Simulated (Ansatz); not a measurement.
**Band table of SnPt$_{3}$**

```
Sn Pt
1.0
     4.00663    0.00000    0.00000
     0.00000    4.00663    0.00000
     0.00000    0.00000    4.00663
Sn Pt
1 3
Direct
  0.00000 0.00000 0.00000
  0.00000 0.50000 0.50000
  0.50000 0.00000 0.50000
  0.50000 0.50000 0.00000
```

The cell comes from a relaxation on PAW files under the same functional, begun from a database entry that needn't be the ground state.

Computed with Ansatz 0.2.0; functional PBEsol, scalar-relativistic. Settings: a Γ-centred 9×9×9 k mesh, Fermi–Dirac smearing of 0.05 eV, no spin polarisation. Methods: LAPW: all electrons, basis error target 0.5 meV/atom.

Spin–orbit coupling is left out, which matters for the heavy atoms.

Path points, in fractions of the reciprocal vectors: Γ (0.000, 0.000, 0.000), X (0.000, 0.500, 0.000), M (0.500, 0.500, 0.000), R (0.500, 0.500, 0.500). The distance column jumps between branches of the path. Levels in eV from the Fermi level; bands 53 to 82, counted from the lowest band of the run. The gap is zero, the pressure -0.06 GPa.

```
# k(1/Å) point b53 b54 b55 b56 b57 b58 b59 b60 b61 b62 b63 b64 b65 b66 b67 b68 b69 b70 b71 b72 b73 b74 b75 b76 b77 b78 b79 b80 b81 b82
0.000 Γ -21.93 -21.93 -21.91 -21.91 -21.91 -12.05 -7.18 -5.77 -5.77 -5.68 -5.68 -5.68 -2.64 -2.64 -2.64 -1.31 -1.31 -1.31 -1.25 -1.25 -0.42 0.12 0.12 0.12 2.89 6.20 6.20 7.69 7.69 7.69
0.112 - -21.93 -21.93 -21.91 -21.91 -21.91 -11.99 -7.14 -5.82 -5.72 -5.66 -5.66 -5.66 -2.79 -2.79 -2.67 -1.67 -1.26 -1.24 -1.24 -1.20 -0.47 0.12 0.20 0.20 3.06 6.01 6.18 7.74 7.74 8.05
0.224 - -21.92 -21.92 -21.91 -21.91 -21.91 -11.82 -7.04 -5.96 -5.62 -5.61 -5.61 -5.57 -3.08 -3.08 -2.74 -2.25 -1.31 -1.27 -1.26 -1.26 -0.64 0.12 0.53 0.53 3.21 6.03 6.14 7.79 7.79 8.74
0.336 - -21.92 -21.91 -21.91 -21.91 -21.91 -11.54 -6.94 -6.19 -5.56 -5.55 -5.55 -5.33 -3.37 -3.37 -2.86 -2.81 -1.56 -1.47 -1.47 -1.32 -0.87 0.12 1.12 1.12 2.95 6.09 6.62 7.61 7.61 8.50
0.448 - -21.92 -21.91 -21.90 -21.90 -21.90 -11.16 -7.11 -6.27 -5.49 -5.48 -5.48 -5.02 -3.57 -3.57 -3.20 -2.99 -1.88 -1.79 -1.79 -1.50 -1.06 0.12 1.86 1.86 2.51 6.02 7.12 7.12 7.40 7.98
0.560 - -21.91 -21.91 -21.90 -21.90 -21.89 -10.70 -7.63 -6.09 -5.42 -5.42 -5.41 -4.66 -3.66 -3.66 -3.41 -3.12 -2.22 -2.13 -2.13 -1.85 -1.13 0.12 2.13 2.66 2.66 5.96 6.44 6.44 7.60 7.99
0.672 - -21.91 -21.91 -21.90 -21.90 -21.89 -10.23 -8.21 -5.90 -5.40 -5.40 -5.35 -4.33 -3.66 -3.66 -3.50 -3.21 -2.50 -2.39 -2.39 -2.21 -1.14 0.12 1.87 3.44 3.44 5.72 5.72 5.91 7.38 8.31
0.784 X -21.91 -21.91 -21.90 -21.90 -21.88 -9.98 -8.50 -5.81 -5.39 -5.39 -5.33 -4.18 -3.65 -3.65 -3.53 -3.24 -2.62 -2.50 -2.50 -2.37 -1.14 0.12 1.78 3.89 3.89 5.29 5.29 5.89 7.31 8.41
0.896 - -21.91 -21.91 -21.90 -21.90 -21.88 -9.95 -8.45 -5.77 -5.46 -5.41 -5.31 -4.19 -3.85 -3.64 -3.36 -3.28 -2.84 -2.46 -2.34 -2.24 -1.18 0.01 1.68 3.94 3.97 4.37 5.44 6.54 7.50 8.78
1.008 - -21.91 -21.91 -21.90 -21.90 -21.88 -9.84 -8.28 -5.66 -5.64 -5.46 -5.24 -4.24 -4.11 -3.64 -3.36 -3.19 -3.01 -2.36 -2.27 -1.92 -1.28 -0.31 1.42 3.22 4.07 4.21 5.85 6.94 8.00 9.82
1.120 - -21.91 -21.90 -21.90 -21.90 -21.88 -9.68 -8.03 -5.93 -5.54 -5.47 -5.12 -4.35 -4.33 -3.63 -3.44 -3.07 -3.07 -2.26 -2.23 -1.66 -1.46 -0.72 1.15 2.23 4.25 4.60 6.42 7.10 8.56 11.08
1.232 - -21.91 -21.90 -21.90 -21.90 -21.87 -9.47 -7.71 -6.26 -5.63 -5.24 -4.98 -4.54 -4.46 -3.61 -3.50 -3.03 -2.98 -2.29 -2.18 -1.75 -1.52 -1.16 0.97 1.50 4.47 5.11 7.05 7.21 8.62 10.31
1.344 - -21.92 -21.90 -21.90 -21.90 -21.86 -9.24 -7.37 -6.61 -5.71 -4.99 -4.84 -4.66 -4.57 -3.59 -3.53 -2.92 -2.91 -2.45 -2.14 -2.13 -1.55 -1.49 0.89 1.10 4.72 5.72 7.34 7.65 8.17 9.45
1.456 - -21.92 -21.90 -21.90 -21.90 -21.86 -9.03 -7.10 -6.89 -5.76 -4.79 -4.72 -4.70 -4.65 -3.56 -3.55 -2.86 -2.81 -2.64 -2.51 -2.10 -1.82 -1.55 0.89 0.93 4.95 6.33 7.47 7.72 8.11 8.68
1.568 M -21.93 -21.90 -21.90 -21.90 -21.86 -8.95 -7.00 -7.00 -5.78 -4.73 -4.68 -4.68 -4.68 -3.55 -3.55 -2.83 -2.77 -2.77 -2.64 -2.10 -1.93 -1.58 0.89 0.89 5.05 6.68 7.54 7.54 8.29 8.29
1.727 - -21.92 -21.90 -21.90 -21.90 -21.86 -9.14 -7.05 -6.90 -5.74 -4.84 -4.74 -4.73 -4.63 -3.76 -3.35 -2.82 -2.79 -2.60 -2.44 -2.12 -1.73 -1.51 0.89 0.97 4.90 6.01 7.45 7.79 8.39 8.59
1.885 - -21.92 -21.90 -21.90 -21.90 -21.87 -9.67 -7.00 -6.65 -5.68 -5.18 -4.88 -4.77 -4.45 -4.19 -2.91 -2.90 -2.66 -2.25 -2.21 -2.10 -1.38 -1.32 0.88 1.39 4.78 4.81 7.18 8.14 8.64 8.81
2.043 - -21.91 -21.90 -21.90 -21.90 -21.88 -10.38 -6.80 -6.36 -5.67 -5.53 -5.12 -4.66 -4.57 -4.03 -3.21 -2.37 -2.36 -2.32 -1.84 -1.79 -1.24 -0.87 0.83 2.27 3.47 5.09 6.70 8.38 8.75 8.99
2.202 - -21.92 -21.91 -21.91 -21.90 -21.90 -11.06 -6.73 -6.11 -5.69 -5.67 -5.36 -5.08 -4.14 -3.49 -3.35 -2.44 -1.98 -1.82 -1.65 -1.31 -1.14 -0.47 0.72 2.22 3.24 5.71 6.18 8.12 8.47 8.59
2.360 - -21.92 -21.91 -21.91 -21.91 -21.91 -11.59 -6.91 -5.93 -5.69 -5.64 -5.56 -5.41 -3.57 -3.39 -2.55 -2.52 -1.56 -1.52 -1.39 -1.11 -0.86 -0.15 0.51 1.13 3.69 5.87 6.05 7.54 8.11 8.68
2.519 - -21.93 -21.92 -21.91 -21.91 -21.91 -11.93 -7.10 -5.81 -5.72 -5.68 -5.65 -5.61 -2.97 -2.93 -2.61 -1.76 -1.41 -1.25 -1.22 -1.15 -0.53 0.05 0.25 0.36 3.26 5.95 6.07 7.72 7.81 8.41
2.677 Γ -21.93 -21.93 -21.91 -21.91 -21.91 -12.05 -7.18 -5.77 -5.77 -5.68 -5.68 -5.68 -2.64 -2.64 -2.64 -1.31 -1.31 -1.31 -1.25 -1.25 -0.42 0.12 0.12 0.12 2.89 6.20 6.20 7.69 7.69 7.69
2.871 - -21.92 -21.92 -21.91 -21.91 -21.91 -11.88 -7.07 -5.76 -5.76 -5.71 -5.59 -5.59 -3.24 -2.77 -2.77 -1.67 -1.67 -1.25 -1.25 -1.11 -0.61 0.02 0.38 0.38 3.47 5.95 5.95 7.43 8.42 8.42
3.065 - -21.91 -21.91 -21.91 -21.90 -21.90 -11.38 -6.82 -5.81 -5.75 -5.75 -5.35 -5.35 -4.10 -3.09 -3.09 -2.13 -2.13 -1.58 -1.58 -1.23 -0.98 -0.10 0.84 0.84 4.61 5.73 5.73 7.00 8.23 8.23
3.259 - -21.91 -21.91 -21.91 -21.89 -21.89 -10.63 -6.93 -5.74 -5.74 -5.67 -5.01 -5.01 -4.45 -3.60 -3.60 -2.35 -2.35 -2.05 -1.89 -1.89 -0.95 -0.18 1.04 1.04 4.52 5.12 5.12 7.86 8.41 8.41
3.453 - -21.91 -21.91 -21.91 -21.88 -21.88 -9.84 -7.31 -5.79 -5.79 -5.22 -4.68 -4.68 -4.15 -4.05 -4.05 -2.83 -2.33 -2.33 -2.01 -2.01 -0.94 -0.24 0.77 0.77 3.40 4.30 4.30 8.76 9.69 9.69
3.647 - -21.92 -21.92 -21.92 -21.87 -21.87 -9.49 -7.15 -6.01 -6.01 -4.81 -4.45 -4.45 -4.02 -4.02 -3.46 -3.29 -2.41 -2.41 -1.88 -1.88 -0.98 -0.29 0.18 0.18 2.17 3.81 3.81 6.51 11.25 11.25
3.841 - -21.93 -21.93 -21.93 -21.87 -21.87 -9.58 -6.62 -6.28 -6.28 -4.18 -4.13 -4.13 -3.85 -3.79 -3.79 -2.52 -2.50 -2.50 -1.96 -1.96 -1.04 -0.32 -0.25 -0.25 1.25 3.63 3.63 4.50 12.17 12.17
4.035 R -21.93 -21.93 -21.93 -21.87 -21.87 -9.65 -6.40 -6.40 -6.40 -3.99 -3.99 -3.99 -3.56 -3.56 -3.56 -2.64 -2.64 -2.64 -2.10 -2.10 -0.82 -0.33 -0.33 -0.33 0.89 3.59 3.59 3.59 12.29 12.29
4.194 - -21.93 -21.93 -21.93 -21.87 -21.87 -9.60 -6.49 -6.43 -6.27 -4.12 -4.06 -3.97 -3.90 -3.81 -3.70 -2.59 -2.53 -2.41 -2.02 -1.98 -1.04 -0.35 -0.30 -0.22 1.13 3.57 3.72 4.17 12.12 12.25
4.352 - -21.92 -21.92 -21.92 -21.87 -21.87 -9.49 -6.75 -6.56 -5.90 -4.58 -4.41 -4.28 -3.96 -3.94 -3.64 -2.99 -2.45 -2.37 -1.84 -1.79 -1.28 -0.42 0.12 0.16 1.51 3.53 4.33 5.50 11.49 11.52
4.510 - -21.92 -21.92 -21.91 -21.88 -21.87 -9.42 -7.16 -6.67 -5.37 -5.00 -4.58 -4.46 -4.13 -4.10 -3.76 -3.20 -2.46 -2.23 -1.87 -1.68 -1.65 -0.52 0.86 1.07 1.59 3.50 5.65 7.15 9.76 10.53
4.669 - -21.91 -21.91 -21.91 -21.89 -21.87 -9.52 -7.64 -6.51 -5.31 -4.90 -4.78 -4.60 -4.22 -4.21 -4.01 -2.66 -2.60 -2.19 -2.04 -1.92 -1.64 -0.59 1.49 1.75 2.26 3.54 7.20 8.08 8.96 9.48
4.827 - -21.91 -21.90 -21.90 -21.90 -21.88 -9.73 -8.08 -6.08 -5.55 -5.16 -5.06 -4.24 -4.23 -4.00 -3.80 -2.75 -2.72 -2.33 -2.25 -1.80 -1.50 -0.49 1.46 2.69 3.52 3.78 5.89 8.48 9.22 9.66
4.986 - -21.91 -21.91 -21.90 -21.90 -21.88 -9.91 -8.39 -5.74 -5.60 -5.33 -5.28 -4.20 -3.86 -3.82 -3.38 -3.19 -2.84 -2.43 -2.32 -2.12 -1.22 -0.10 1.62 3.52 4.38 4.50 4.69 7.29 7.67 9.00
5.144 X -21.91 -21.91 -21.90 -21.90 -21.88 -9.98 -8.50 -5.81 -5.39 -5.39 -5.33 -4.18 -3.65 -3.65 -3.53 -3.24 -2.62 -2.50 -2.50 -2.37 -1.14 0.12 1.78 3.89 3.89 5.29 5.29 5.89 7.31 8.41
6.253 R -21.93 -21.93 -21.93 -21.87 -21.87 -9.65 -6.40 -6.40 -6.40 -3.99 -3.99 -3.99 -3.56 -3.56 -3.56 -2.64 -2.64 -2.64 -2.10 -2.10 -0.82 -0.33 -0.33 -0.33 0.89 3.59 3.59 3.59 12.29 12.29
6.365 - -21.93 -21.93 -21.93 -21.87 -21.87 -9.63 -6.41 -6.41 -6.36 -4.04 -4.04 -3.95 -3.73 -3.71 -3.71 -2.69 -2.46 -2.46 -2.10 -2.01 -0.97 -0.39 -0.28 -0.28 1.02 3.65 3.65 3.84 12.12 12.38
6.477 - -21.93 -21.92 -21.92 -21.87 -21.86 -9.55 -6.47 -6.47 -6.25 -4.24 -4.24 -4.12 -3.85 -3.84 -3.84 -2.84 -2.22 -2.22 -2.10 -1.85 -1.33 -0.55 -0.10 -0.10 1.40 3.83 3.83 4.49 11.53 12.63
6.589 - -21.93 -21.92 -21.92 -21.88 -21.86 -9.43 -6.58 -6.58 -6.06 -4.59 -4.46 -4.46 -3.85 -3.85 -3.69 -3.09 -2.17 -2.17 -2.10 -1.75 -1.73 -0.81 0.19 0.19 2.00 4.19 4.19 5.41 10.59 13.02
6.701 - -21.93 -21.91 -21.91 -21.88 -21.86 -9.27 -6.72 -6.72 -5.81 -5.04 -4.60 -4.60 -3.81 -3.81 -3.47 -3.43 -2.27 -2.27 -2.13 -2.10 -1.65 -1.12 0.49 0.49 2.76 4.79 4.79 6.48 9.48 11.87
6.813 - -21.93 -21.90 -21.90 -21.89 -21.86 -9.12 -6.86 -6.86 -5.49 -5.42 -4.66 -4.66 -3.83 -3.72 -3.72 -3.22 -2.47 -2.47 -2.41 -2.10 -1.61 -1.46 0.72 0.72 3.62 5.63 5.63 7.63 8.34 10.57
6.925 - -21.93 -21.90 -21.90 -21.89 -21.86 -9.00 -6.96 -6.96 -5.68 -5.12 -4.68 -4.68 -4.27 -3.61 -3.61 -2.96 -2.67 -2.67 -2.58 -2.10 -1.78 -1.59 0.85 0.85 4.51 6.65 6.65 7.28 8.72 9.27
7.037 M -21.93 -21.90 -21.90 -21.90 -21.86 -8.95 -7.00 -7.00 -5.78 -4.73 -4.68 -4.68 -4.68 -3.55 -3.55 -2.83 -2.77 -2.77 -2.64 -2.10 -1.93 -1.58 0.89 0.89 5.05 6.68 7.54 7.54 8.29 8.29
```
